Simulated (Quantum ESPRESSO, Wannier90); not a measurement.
Wannier functions of Sn (diamond)

```xyz
2
Lattice="0.0000 3.2850 3.2850 3.2850 0.0000 3.2850 3.2850 3.2850 0.0000" Properties=species:S:1:pos:R:3 pbc="T T T"
Sn     3.2850     3.2850     3.2850
Sn    -1.6425    -1.6425    -1.6425
```

Cell from Materials Project (mp-117), symmetrised, no further relaxation. COD (Crystallography Open Database) has the formula in 5 space groups, this one among them (matched by group alone). Computed values, not measurements, from PBEsol: Quantum ESPRESSO (norm-conserving PseudoDojo potentials, cutoff 58 Ry, spinors with spin-orbit coupling) on a Γ-centred 6×6×6 mesh, then Wannier90. Density: 12×12×12 mesh, cold smearing 0.01 Ry.

Valence charges of the files: Sn 14. 50 bands were computed.

Isolated groups of bands, relative to the Fermi level (bands from 21 on overlap up to the last one computed):

```tsv
bands	from (eV)	to (eV)	filling	weight on atomic waves
1–8	-22.09	-21.97	filled	Sn 4d 100 %
9–20	-21.16	-20.80	filled	Sn 4d 100 %
```

Wanted is a model with the orbitals Sn s p, without the filled groups that are mainly made of other shells (semicore states, and anion s where it isn't named); all higher bands stay in for disentanglement.

### Question
Give num_wann, exclude_bands and num_bands, and the number of electrons that the model holds.

### Answer
Electrons: 2×14 = 28, or 28.0 bands' worth; no gap over 0.05 eV opens at the Fermi level at this level of theory.
num_wann = 2 × (2×4) = 16.
exclude_bands = 1-20, 20 bands, so num_bands = 50 − 20 = 30.
The model holds 28 − 1×20 = 8 electrons. With the window frozen to 1.50 eV it follows pw.x to 14 meV rms (states up to 1.0 eV relative to the Fermi level).
